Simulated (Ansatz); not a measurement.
PbF$_{2}$, DFT, LDA, all-electron LAPW, scalar-relativistic (Ansatz 0.2.0), run on 1 thread of AMD EPYC 9R45 96-Core Processor (Zen 5) on a shared host.

The geometry is COD entry 9014557, unchecked; take it as a test cell. The listed cell was then made from it by scaling, straining or moving an atom.

Command: `ansatz run input.yaml --threads 1 --pin off --max-ram 4096MiB --backend cpu --events-out ev --progress --plain --runs-dir out`

```yaml
crystal:
  lattice:
    - [0.0, 2.96985, 3.029247]
    - [2.96985, 0.0, 3.029247]
    - [2.96985, 2.96985, 0.0]
  atoms:
    - { symbol: Pb, position: [0.0, 0.0, 0.0] }
    - { symbol: F, position: [0.25, 0.25, 0.25] }
    - { symbol: F, position: [0.75, 0.75, 0.75] }
kpoints:
  mp_grid: { grid: [7, 7, 7] }
  band_path:
    path:
      - [0.0, 0.0, 0.0]
      - [0.0, 0.5, 0.5]
      - [0.25, 0.75, 0.5]
      - [0.0, 0.5, 0.0]
      - [0.0, 0.0, 0.0]
      - [0.5, 0.5, 0.0]
      - [0.3701460977, 0.6298539023, 0.0]
      - [-0.3701460977, 0.3701460977, 0.0]
      - [0.0, 0.0, 0.0]
    npoints: 5
scf:
  occupations: { method: fermi_dirac, width: 0.03 }
hamiltonian:
  xc: lda
  pseudopotentials: { kind: all_electron, lapw: { basis_error: 0.0005 } }
output:
  forces: true
  stress: true
  eigenvalues: true
```

Task: How large is the problem that the program sets up?

Result: 40 irreducible k-points, 537 plane waves at Γ, 30 bands.

Task: Estimate the wall time and the peak memory.

Result: 7.6 s of wall time for 8 SCF iterations, with a peak of 0.43 GiB. Times on shared machines scatter by tens of per cent.
